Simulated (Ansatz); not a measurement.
GeMo (rocksalt type), DFT, r2SCAN, all-electron PAW with datasets made for the crystal, scalar-relativistic (Ansatz 0.2.0), on 1 thread of Arm Neoverse N1 (shared host).

Command: `ansatz run input.yaml --threads 1 --pin off --max-ram 2048MiB --backend cpu --events-out ev --progress --plain --runs-dir out`

```yaml
crystal:
  lattice:
    - [0.0, 1.9596161652, 1.9596161652]
    - [1.9596161652, 0.0, 1.9596161652]
    - [1.9596161652, 1.9596161652, 0.0]
  atoms:
    - { symbol: Mo, position: [0.0, 0.0, 0.0] }
    - { symbol: Ge, position: [0.5, 0.5, 0.5] }
kpoints:
  mp_grid: { grid: [14, 14, 14] }
scf:
  occupations: { method: fermi_dirac, width: 0.08 }
hamiltonian:
  xc: r2scan
  pseudopotentials: { kind: all_electron, datasets: crystal }
output:
  forces: true
  stress: true
  eigenvalues: true
```

Problem. How large is the problem that the program sets up?

Solution. 104 irreducible k-points, 459 plane waves at Γ, 24 bands.

Problem. About how long does it take, and how much memory?

Solution. 65 s of wall time for 10 SCF iterations, with a peak of 0.86 GiB. Times on shared machines scatter by tens of per cent.
